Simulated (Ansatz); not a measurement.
Ansatz input

```yaml
crystal:
  lattice:
    - [0.0, 2.783867229, 2.783867229]
    - [2.783867229, 0.0, 2.783867229]
    - [2.783867229, 2.783867229, 0.0]
  atoms:
    - { symbol: Re, position: [0.125, 0.125, 0.125] }
    - { symbol: Re, position: [0.875, 0.875, 0.875] }
hamiltonian:
  xc: blyp
  pseudopotentials:
    kind: paw
    azcp:
      Re: "pseudopotentials/Re.paw.azcp"
basis:
  ecutwfc: 420
  fft_grid_basis: typed
kpoints:
  mp_grid: { grid: [11, 11, 11], shift: [0, 0, 0] }
magnetization:
  spin_polarized: false
scf:
  occupations: { method: fermi_dirac, width: 0.1 }
  lower_state_search: "off"
output:
  stress: true
  write_density: true
  write_potential: true
  elf: true
  volumetric_format: npy
```

Output

```
Engine: ansatz 0.2.0, x86_64-unknown-linux-gnu
Pseudopotentials: kind: paw
Pseudopotential: Re, paw, valence charge 15, recommended cutoff 420 eV (normal) 
Functional definition: BLYP
  parameter beta = 0.0042
  parameter a = 0.04918
  parameter b = 0.132
  parameter c = 0.2533
  parameter d = 0.349
  exchange = b88_x(beta = beta)
  correlation = lyp_c(a = a, b = b, c = c, d = d)
Crystal: 2 atoms, lattice volume = 43.149 Å³
Basis set: ecut = 420 eV, 869 PW (Γ), exchange–correlation on 54×54×54 points (8 copies of the dense FFT grid, shifted against one another)
Bands: 19, of which v1, the nominal top of the filled ones, is band 15 counted from 1 (14 counted from 0)
Symmetry: 48 space group operations
Space group: Fd-3m (ITA 227), of the structure as read, at distance tolerance 3.5e-5 Å
k-points: 56 of 1331
Non-local potential: Re, projectors of the file, l = 0: 3, l = 1: 2, l = 2: 2, l = 3: 1
PAW form: soft (Blöchl's): semilocal exchange-correlation on the pseudo side does not see the compensation charge
PAW frozen core: Re, regenerated for the run's functional, and the local potential with it (the file was generated under x = pbe(κ = 0.804, μ = 0.2195149727645171), c = pbe(β = 0.06672455060314922))
PAW one-centre angular grid: Re, 590 points (default); XC on 64 Gauss nodes
Initial density: superposition of atomic densities (neutral atoms: chi_scale 0, normalization atom), corrected by the library's trained network
Initial wavefunctions: pseudopotential atomic-orbital guess
Functional: x = b88, c = lyp
SCF iter   1: F=—  HF=-21782.911191 eV  |F-HF|=—  |Δ(HF+E_count)|=         —  Δρ=9.28e-3  dr2=4.54e-2  ethr=1.77e-3  ⟨swp⟩=5.0  Hψ=4516  notcnv=0
SCF iter   2: F=—  HF=-21782.905162 eV  |F-HF|=—  |Δ(HF+E_count)|=   6.03e-3  Δρ=5.57e-3  dr2=1.67e-2  ethr=1.51e-4  ⟨swp⟩=1.0  Hψ=1512  notcnv=0
SCF iter   3: F=—  HF=-21782.901696 eV  |F-HF|=—  |Δ(HF+E_count)|=   3.47e-3  Δρ=9.00e-4  dr2=3.50e-4  ethr=5.55e-5  ⟨swp⟩=2.0  Hψ=1459  notcnv=0
SCF iter   4: F=—  HF=-21782.901774 eV  |F-HF|=—  |Δ(HF+E_count)|=   7.75e-5  Δρ=2.03e-4  dr2=2.58e-5  ethr=1.17e-6  ⟨swp⟩=2.5  Hψ=1692  notcnv=0
SCF iter   5: F=—  HF=-21782.901779 eV  |F-HF|=—  |Δ(HF+E_count)|=   5.56e-6  Δρ=6.57e-5  dr2=1.66e-6  ethr=8.60e-8  ⟨swp⟩=2.0  Hψ=1456  notcnv=0
SCF iter   6: F=-21782.901781 eV  HF=-21782.901781 eV  |F-HF|=1.42e-7  |Δ(HF+E_count)|=   1.91e-6  Δρ=1.41e-5  dr2=6.13e-8  ethr=3.33e-10  ⟨swp⟩=6.2  Hψ=6677  notcnv=0
SCF 1 converged in 6 iterations: F = -21782.901781 eV  dr2 = 6.13e-8
SCF converged after 6 iterations
Free energy (F): -21782.901781 eV
Harris-Foulkes:  -21782.901781 eV  (|F-HF|=1.42e-7)
Internal energy: -21782.858680 eV  (E = F + TS)
E sigma→0 (E₀):  -21782.880231 eV
Entropy (-TS):   -0.043102 eV (-21.551 meV/atom)
Fermi energy:    15.361253 eV
--- Per-component energies (eV) ---
  E_band       = -388.641861
  E_kinetic    = 1082.213499
  E_local      = -2628.697528  (includes V_loc(G=0)·N_el)
  E_nonlocal   = 105.413653
  E_hartree    = 968.016502
  E_xc         = -796.423522
  E_vxc        = -593.132341  (∫ρ·V_xc dr)
  E_paw        = -17379.083160  (= ΣΔE_a)
  E_vpaw       = -290.470691  (= ΣTr[D̂ρ^β])
  E_aug_tail   = -0.000153  (compensation charges beyond the density's cutoff)
  E_ewald      = -3134.631528
  E_core_change = 0.333557  (= ΣΔE_core)
  E_smearing   = -0.043102  (= −TS)
  E_closure    = -0.000000  (closes the sum)
  Σ components = -21782.901781   (vs F -21782.901781, Δ=0.00e0)
--- Stress (GPa, compression-positive) ---
       15.945531       0.000000      -0.000000
        0.000000      15.945531       0.000000
        0.000000       0.000000      15.945531
  P = ⅓ Tr σ = 15.9455 GPa (159.455 kbar)
--- Band table (eV; the first three rows and the last of 56) ---
  k-point 0: bands = ["-64.1610", "-63.7742", "-26.4746", "-26.4746", "-26.4746", "-25.4227", "-25.4227", "-25.4227", "8.4101", "12.1367", "12.1367", "13.0184", "13.0184", "13.0184", "15.9830", "15.9830", "15.9830", "19.6416", "19.6416"]
  k-point 1: bands = ["-64.1553", "-63.7801", "-26.4847", "-26.4847", "-26.4729", "-25.4252", "-25.4118", "-25.4118", "8.5680", "12.0580", "12.0580", "12.9915", "13.1647", "13.1647", "15.7674", "15.9567", "15.9567", "19.6187", "19.6187"]
  k-point 2: bands = ["-64.1389", "-63.7971", "-26.5107", "-26.5107", "-26.4685", "-25.4315", "-25.3838", "-25.3838", "9.0191", "11.9613", "11.9613", "12.9233", "13.3949", "13.3949", "15.2477", "15.9579", "15.9579", "19.5361", "19.5361"]
  k-point 55: bands = ["-63.9873", "-63.9512", "-26.7180", "-26.6915", "-26.0289", "-25.8804", "-25.1916", "-25.1670", "11.2226", "11.3637", "12.6115", "12.7397", "13.9340", "14.6229", "14.6299", "14.8236", "18.7877", "19.1117", "19.4928"]
```

Launched by

```sh
ansatz run input.yaml --threads 2 --pin off --max-ram 5120MiB --backend cpu --events-out ev --progress --plain --runs-dir out
```

On 2 threads of Intel(R) Xeon(R) 6975P-C (Granite Rapids) (shared host) this took about 1.1 s of wall time and 1.8 s of CPU time.
